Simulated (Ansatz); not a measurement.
What DFT gives for Ag$_{2}$Te$_{2}$Pd

```
CELL_PARAMETERS angstrom
0.00000 3.69420 0.00000
5.59433 0.00000 0.00000
2.79717 1.84710 -6.07773
ATOMIC_POSITIONS crystal
Pd 0.00000 0.00000 0.00000
Te 0.36270 0.86270 0.27460
Te 0.63730 0.13730 0.72540
Ag 0.35758 0.35758 0.28484
Ag 0.64242 0.64242 0.71516
```

Method: PBE, no spin polarisation; PAW, plane waves to 420 eV, 8×8×8 Γ-centred mesh, fermi-dirac occupations (width 0.1 eV) (Ansatz 0.2.0), atoms fixed.

- Formation energy: 0.08 eV an atom against the elements' usual phases (free molecules for gases, crystals otherwise, with no correction for O₂ or N₂), so at this geometry it isn't bound against them. Relaxing would lower it.
- Forces: The largest is on Te2 (and as large on other atoms): 2.24 eV/Å, components (0.00, 0.00, -2.24). It makes 132° with the line to a nearest neighbour, Pd1 at 2.49 Å.
- Charges: Bader charges in e: Ag +0.15, Te -0.00, Pd -0.31. In the mean Ag gives up most and Pd takes most.
- Electronic structure: It is a metal, with about 0.83 states/eV a cell as the mean within 0.25 eV of the Fermi level, mostly Te p (54 %) and Ag s (21 %).
- Stress: The pressure is 6.9 GPa (compression positive), so with the atoms held at these fractions the cell would first expand; the forces are large, so a full relaxation may end otherwise. The principal stresses -1.7, 9.1, 13.3 GPa differ, so its shape would change too.

Origin: a known structure type with other elements, at an estimated volume, so it need not be a known compound. Caveats: atoms or cell far from equilibrium.
